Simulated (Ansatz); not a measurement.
## WI2O2, one structure, two calculations

Cell: a COD entry, ions relaxed with PBE at fixed cell.

```xyz
5
Lattice="-1.8742 1.9525 8.3141 1.8742 -1.9525 8.3141 1.8742 1.9525 -8.3141" Properties=species:S:1:pos:R:3 pbc="T T T"
W     0.0000    0.0000    0.0000
I     0.0000    0.0000    2.7084
I     0.0000    0.0000   13.9199
O     0.0000    1.9525    0.0000
O     1.8742    0.0000    0.0000
```

Atom numbers follow the list; atoms alike are taken as one site, whose name carries the number of the first.

First run. Computed with Ansatz: DFT, PBE, plane waves and PAW, scalar-relativistic, 420 eV cutoff, Γ-centred 12×12×12 k-points, Fermi–Dirac smearing 0.05 eV.

```
site  atom  V_zz (10²¹ V/m²)     η
   W     1              51.1  0.76
   I     2              26.2  0.36
  O4     4             -4.84  0.06
  O5     5             -3.03  0.83
```

Second run. The same atoms and settings, except that the functional is r2SCAN and the cutoff is 500 eV.

Q: What does the second run give?

A: 

| site | atom | V_zz | η | change of V_zz |
| --- | --- | --- | --- | --- |
| W | 1 | 51.7 | 0.75 | +0.60 |
| I | 2 | 28.0 | 0.28 | +1.73 |
| O4 | 4 | -5.00 | 0.15 | -0.16 |
| O5 | 5 | -3.16 | 0.68 | -0.13 |

The largest change of V_zz is on I, from 26.2 to 28.0. In per cent, |V_zz| changes by +1 on W, +7 on I, +3 to +4 on O (all sites that start above 2). Where |V_zz| stays above 0.1, η moves most on O5, from 0.83 to 0.68.

With no gap above 0.1 eV, as in a metal, the gradients converge slowly in k; expect changes of a tenth or more on a denser mesh. Without spin–orbit coupling the gradients at and beside I and W can be off by some per cent, at some sites by more.
For the first run: At this cell the principal stresses reach 6 GPa in size with PBE, which can matter for small gradients.
For the second run: At this cell the principal stresses reach 8 GPa in size with r2SCAN, which can matter for small gradients. With these PAW files V_zz is typically within 2 to 3 % of all-electron values, but misses above 10 % occur on I. Semilocal functionals make gaps too small and can close them, so the real compound need not be a metal.
